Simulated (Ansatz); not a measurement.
The slice is one period of a {100} plane through atoms; its size isn't given.

Level of theory: PBE (plane waves to 420 eV, PAW, scalar-relativistic; Ansatz, an electronic-structure program). Near the nuclei the fields are pseudised (PAW); where an atom keeps semicore shells as valence, they peak there.

```
|@@@@%#*++==-----------==++*#%@@@|
|@@@%%#*+===-----------===+*#%%@@|
|@@%%#**+==-------------==+**#%%@|
|%%%##*+===-------------===+*##%%|
|###**++==---------------==++**##|
|****++==-----------------==++***|
|++++===----:::::::::::----===+++|
|++====---:::::::::::::::---====+|
|=====---:::::::::::::::::---====|
|===-----::::.........::::-----==|
|-------::::...........::::------|
|-------:::.............:::------|
|-------:::.....   .....:::------|
|-------:::....     ....:::------|
|-------:::...       ...:::------|
|-------:::...       ...:::------|
|-------:::...       ...:::------|
|-------:::....     ....:::------|
|-------:::.....   .....:::------|
|-------:::.............:::------|
|-------::::...........::::------|
|===-----::::.........::::-----==|
|=====---:::::::::::::::::---====|
|++====---:::::::::::::::---====+|
|++++===----:::::::::::----===+++|
|****++==-----------------==++***|
|###**++==---------------==++**##|
|%%%##*+===-------------===+*##%%|
|@@%%#**+==-------------==+**#%%@|
|@@@%%#*+===-----------===+*#%%@@|
|@@@@%#*++==-----------==++*#%@@@|
|@@@@%#*++==-----------==++*#%@@@|
```
Scale: ten equal steps from -2.48 (start of ' ') to 1.32 (end of '@'), in the order ' .:-=+*#%@'. Values: log₁₀ of the valence density in e/Å³. The map has 32 points along u (one character each, u = 0 at the left) and 32 along v (v = 0 in the bottom row). The scale is logarithmic, as a density can span decades between atoms and voids.

```
|xxxx@#+=::::-+*###*+-::::=+#@xxx|
|xxx@%#+-::::-+*###*+-::::-+#%@xx|
|xx@@#*=-::::-=+*#*+=-::::-=*#@@x|
|@@%#*+-:::::-=++*++=-:::::-+*#%@|
|###*+=-::..::-=+++=-::..::-=+*##|
|*++=--::....::--=--::....::--=++|
|==--::::......:::::......::::--=|
|::::::..... ......... .....:::::|
|:::::....      ...      ....::::|
|:::::....               ....::::|
|::::::..                 ..:::::|
|-----::..               ..::----|
|+++==-:..               ..:-==++|
|***++=-:.               .:-=++**|
|###*++-:..             ..:-++*##|
|%###*+=:..             ..:=+*###|
|###*++-:..             ..:-++*##|
|***++=-:.               .:-=++**|
|+++==-:..               ..:-==++|
|-----::..               ..::----|
|::::::..                 ..:::::|
|:::::....               ....::::|
|:::::....      ...      ....::::|
|::::::..... ......... .....:::::|
|==--::::......:::::......::::--=|
|*++=--::....::--=--::....::--=++|
|###*+=-::..::-=+++=-::..::-=+*##|
|@@%#*+-:::::-=++*++=-:::::-+*#%@|
|xx@@#*=-::::-=+*#*+=-::::-=*#@@x|
|xxx@%#+-::::-+*###*+-::::-+#%@xx|
|xxxx@#+=::::-+*###*+-::::=+#@xxx|
|xxxx@#*=::::-+*#%#*+-::::=*#@xxx|
```
Scale: ten equal steps from 0.00 (start of ' ') to 0.60 (end of '@'), in the order ' .:-=+*#%@'. Values: electron localisation function (ELF). The map has 32 points along u (one character each, u = 0 at the left) and 32 along v (v = 0 in the bottom row). Points within 0.5 Å of a nucleus are blanked (x), as the pseudised field means little there.

Which relaxed crystal do these maps come from?
(A) CuCl (zinc blende)
(B) GaAs (zinc blende)
(C) AgI (zinc blende)
(D) InAs (zinc blende)

C, AgI (zinc blende). Atoms on the slice: Ag at (0.00, 0.00)

All were relaxed with their symmetry unable to fall. At this level the bands of InAs touch or barely overlap; measurements give the solid a gap. CuCl is run without spin polarisation. Spin-orbit coupling is left out.
